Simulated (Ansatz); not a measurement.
## Property card for GaN

GaN:
```
GaN
1.0
    6.06386     0.00000     0.00000
    0.00000     3.29546     0.00000
    0.00000     0.00000     5.40939
Ga N
4 4
Direct
  0.16788   0.25000   0.40228
  0.33212   0.75000   0.90228
  0.83212   0.75000   0.59772
  0.66788   0.25000   0.09772
  0.82831   0.25000   0.39968
  0.67169   0.75000   0.89968
  0.17169   0.75000   0.60032
  0.32831   0.25000   0.10032
```

Space group Pnma (No. 62); conventional cell a = 6.0639 Å, b = 3.2955 Å, c = 5.4094 Å, α = β = γ = 90.00°.

Method: plane-wave PAW PBE (Ansatz code). Geometry: relaxed at this level of theory. Other levels are named where they apply.

Cell and energy:

```json
{
  "volume_per_atom": "13.51 Å³",
  "density": "5.14 g/cm³",
  "Formation energy from the elements (no fitted shifts)": "-0.30 eV/atom"
}
```

Electronic structure:

```json
{
  "band_gap": "1.61 eV (direct)",
  "valence_band_maximum": "at Γ",
  "conduction_band_minimum": "at Γ",
  "electron_effective_mass": "0.16, 0.20, 0.20 mₑ (principal values)",
  "Electron effective mass with spin–orbit coupling": "0.16, 0.20, 0.20 mₑ (principal values)",
  "hole_effective_mass": "0.15, 1.6, 3.4 mₑ (principal values)",
  "Hole effective mass with spin–orbit coupling": "0.15, 1.6, 3.4 mₑ (principal values)",
  "Gap with spin–orbit coupling": "1.61 eV"
}
```

The start of the workflow was typed in or built on a structure type; neither database checked (COD, Materials Project) lists it. It is not the phase usual at ambient conditions (space group No. 186, 216). Symmetry was held in the PBE relaxation; whether a distortion lowers the energy is not shown. The volume moved by 31 % from the start of the relaxation. The references are the lowest solids computed at this level, not always the standard phases (solids in place of the gases). Spin–orbit coupling is left out wherever it is not named.

Potentials: the later of the program's two PAW sets.
